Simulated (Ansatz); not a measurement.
TeW (CsCl type, Pm-3m) under volume change, the program Ansatz at the PBEsol level (PAW), scaled uniformly.

```tsv
V (Å³/atom)	E − E(relaxed) (meV/atom)	P (GPa)
16.359	104.2	22.62
16.899	(withheld)	(withheld)
17.438	(withheld)	(withheld)
17.977	0.0	0.00
18.517	9.1	-5.29
19.056	34.7	-9.78
19.595	74.2	-13.57
```

Problem. Some entries are withheld; supply them.

Solution. 
- 17.438, E − E(relaxed) (meV/atom): 10.2
- 17.438, P (GPa): 6.26
- 16.899, E − E(relaxed) (meV/atom): 43.5
- 16.899, P (GPa): 13.72

Problem. What does a third-order Birch–Murnaghan fit give for V₀, B₀ and B′?

Solution. V₀ = 17.98 Å³/atom, B₀ = 192 GPa, B′ = 4.7.

The cell is a constructed one: a structure type filled with these elements; neither database checked (COD, Materials Project) lists it. Whether it is the stable phase at ambient conditions was not checked. Symmetry was held in the PBEsol relaxation; its stability against distortions is not shown here. No spin polarisation was allowed. Scalar-relativistic: spin–orbit coupling is off unless named, which matters more the heavier the elements.

Potentials: the earlier of the program's two PAW sets. The files were generated under PBE; for other functionals the program regenerates the frozen cores, and for LDA and PBEsol the local potential too.
